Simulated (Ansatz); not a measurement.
The start is a relaxed Cd cell displaced along its unstable phonon at q = (½, 0, 0) of its primitive reciprocal cell (21i cm⁻¹), largest move 0.15 Å. The cell and all atomic positions are relaxed at zero pressure with r2SCAN (plane waves to 500 eV, PAW, scalar-relativistic; Ansatz, a program for electronic structure). First-step values are on the input's coarse k-mesh.

Ansatz input (later rounds restart from its end on a renewed k-mesh):
Ansatz 0.2 input:
```yaml
crystal:
  lattice:
    - [5.8900921114, 0, 0]
    - [0, 2.9450460557, 0]
    - [0, 0, 2.9450460557]
  atoms:
    - { symbol: Cd, position: [0.25, 0.5, 0.4490670104] }
    - { symbol: Cd, position: [0.75, 0.5, 0.5509329896] }
basis: { ecutwfc: 500, ecutrho_ratio: 4, xc_grid: 4, fft_grid_basis: typed }
kpoints: { mp_grid: { grid: [6, 11, 11] } }
hamiltonian:
  xc: r2scan
  dispersion: none
  pseudopotentials: { azcp: { folder: ./paw }, kind: paw }
scf: { occupations: { method: fermi_dirac, width: 0.05 } }
relax: { f_tol: 0.01, max_steps: 100, cell: { stress_tol: 0.02 } }
output: { forces: true, stress: true }
```

Largest initial force: 0.03 eV/Å, on Cd1, Cd2 (atoms numbered as listed)
Energy released: 0.07 eV/atom
Volume change: -5.3 %, from 25.54 to 24.20 Å³/atom
Relative to the parent: It does not go back: it reaches P6/mmm (No. 191), AFLOW prototype A_hP1_191_a (A_f, as in Sn), 0.07 eV/atom below the parent
Shortest distances (start → end): The closest pairs of elements (up to four, under 3.6 Å), start → end: Cd–Cd 2.95 → 2.95 Å
Optimiser moves: 29

Relaxed structure:

```cif
data_Cd
_chemical_formula_sum 'Cd1'
_space_group_name_H-M_alt 'P6/mmm'
_space_group_IT_number 191
_space_group_name_Hall '-P 6 2'
_cell_length_a 2.95500
_cell_length_b 2.95500
_cell_length_c 3.19903
_cell_angle_alpha 90.000
_cell_angle_beta 90.000
_cell_angle_gamma 120.000
loop_
_atom_site_label
_atom_site_type_symbol
_atom_site_symmetry_multiplicity
_atom_site_Wyckoff_symbol
_atom_site_fract_x
_atom_site_fract_y
_atom_site_fract_z
_atom_site_occupancy
Cd1 Cd 1 b 0.00000 0.00000 0.50000 1
```

Final values are on a 18×18×15 k-mesh of the relaxed cell. No spin polarisation in the result.

The run could not lose the symmetry of its start, so the end can be a saddle point.

The relaxed structure here is a generated cell of Cd: the first start was made by placing the elements on the sites of a structure type, and the end was not matched to a known phase here, so it may be hypothetical. Known forms of Cd include space group No. 194.
